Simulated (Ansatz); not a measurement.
Calculated 101Ru nuclear quadrupole resonance for RuS2

Cell: a COD entry, ions relaxed with PBE at fixed cell.

Space group Pa-3 (No. 205); a = 5.6106 Å.

| site | Wyckoff | site symmetry | x | y | z |
| --- | --- | --- | --- | --- | --- |
| Ru | 4a | .-3. | 0.0000 | 0.0000 | 0.0000 |
| S | 8c | .3. | 0.3868 | 0.3868 | 0.3868 |

One atom of each set is listed.

The numbers come from a DFT calculation in Ansatz (r2SCAN, plane waves and PAW, scalar-relativistic, collinear spin, 500 eV cutoff, Γ-centred 5×5×5 k-points, Fermi–Dirac smearing 0.02 eV). Start moments as typed (μB): 2 on each Ru, none on the rest.

101Ru: I = 5/2, Q = 457.0 mb (year-2017 value). Static lattice, zero field.

(1) At which frequencies do the 101Ru NQR lines lie?

(2) And for ⁹⁹Ru (I = 5/2, Q = 79.00 mb) on Ru?

## Answers

(1) For I = 5/2 and η = 0 the lines are 3|C_Q|/20 and twice that; η pulls their ratio below 2.

```json
{"site": "Ru", "atoms": "4", "V_zz (10²¹ V/m²)": "-4.69", "C_Q (MHz)": "-51.9", "η": "0.00", "line frequencies (MHz)": "7.78, 15.6"}
```

(2) C_Q scales with Q to -8.97 MHz, with lines at 1.35, 2.69 MHz.

An axis of threefold or higher order runs through Ru, so V_zz lies along it and η is zero.

The program didn't check the stability of this electronic state in full, so a lower one may lie near. Without spin–orbit coupling (the program notes it for Ru) the gradients can shift somewhat, as the gap is small. With these PAW files V_zz is typically within 2 to 3 % of all-electron values, but misses above 10 % occur on Ru. The start moments die out, and the run ends without spin.
